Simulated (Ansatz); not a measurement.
Property card for C

C:
```
CELL_PARAMETERS angstrom
      3.80228     0.00000     0.00000
      0.00000     3.80228     0.00000
      0.00000     0.00000     4.68121
ATOMIC_POSITIONS crystal
  C  0.92429 0.07571 0.25000
  C  0.42429 0.42429 0.00000
  C  0.07571 0.92429 0.75000
  C  0.57571 0.57571 0.50000
  C  0.37913 0.83329 0.96642
  C  0.66671 0.87913 0.71642
  C  0.62087 0.16671 0.46642
  C  0.33329 0.12087 0.21642
  C  0.87913 0.66671 0.28358
  C  0.16671 0.62087 0.53358
  C  0.12087 0.33329 0.78358
  C  0.83329 0.37913 0.03358
```

Space group P4_32_12 (No. 96); conventional cell a = b = 3.802 Å, c = 4.681 Å, α = β = γ = 90.00°.

Method: the program Ansatz at the PBE level (PAW). The cell and atoms are relaxed at this level. Other levels are named where they apply.

**Cell and energy**

- Volume per atom = 5.64 Å³
- Density = 3.54 g/cm³

**Electronic structure**

Band gap: 4.97 eV (indirect)
Valence-band maximum: on the M–Γ line, 40 % of the way from M
Conduction-band minimum: at Γ
Smallest direct gap on the standard path: 5.48 eV
Electron effective mass: 0.43 mₑ (isotropic)

**Mechanics**

Bulk modulus (Birch–Murnaghan fit): 3940 kbar
Pressure derivative B′: 3.9

The start of the workflow was typed in or built on a structure type; neither database checked (COD, Materials Project) lists it. It is not the phase usual at ambient conditions (space group No. 194, 227). Symmetry was held in the PBE relaxation; its stability against distortions is not shown here. The volume moved by 16 % from the start of the relaxation.

Potentials: the earlier of the program's two PAW sets.
